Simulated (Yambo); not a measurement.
Yambo run on BaO (rock salt, space group Fm-3m, No. 225). The wavefunctions are norm-conserving PBEsol (Quantum ESPRESSO, 84 Ry, no spin-orbit coupling) ones on a 4×4×4 mesh (8 occupied bands); a = 3.8789 Å, b = 3.8789 Å, c = 3.8789 Å, α = 60.00°, β = 60.00°, γ = 60.00°.

Yambo input:

```
rim_cut
gw0
dyson
el_el_corr
HF_and_locXC
ppa
em1d
RandQpts= 1000000
RandGvec= 1 Ry
EXXRLvcs= 84 Ry
VXCRLvcs= 336 Ry
Chimod= "HARTREE"
% BndsRnXp
 1 | 98 |
%
NGsBlkXp= 4 Ry
% LongDrXp
 1.0 | 1.0 | 1.0 |
%
PPAPntXp= 27.2114 eV
% GbndRnge
 1 | 98 |
%
GTermKind= "BG"
DysSolver= "n"
ExtendOut
% QPkrange
 7 | 7 | 8 | 9 |
%
```

k points by index: 7 = X.

Table of the .qp output:

```
#    K-point    Band    Eo [eV]    E [eV]    E-Eo [eV]    Vxc [eV]    Vnlxc [eV]    Sc|Eo [eV]    Sc|E [eV]    dSc/dw|Eo [eV]    Re(Z)    Im(Z)
#
    7    8    0.000000    -0.672908    -0.672908    -18.47987    -23.29799    3.961811    4.145204    -7.414782    0.785860    -0.001327
    7    9    1.842232    2.324304    0.482072    -8.897917    -4.547779    -3.780843    -3.868066    -4.922509    0.846811    -0.957208E-3
```
(The two width columns are left out.) Convergence of these settings isn't established.

Geometry relaxed with PBEsol.
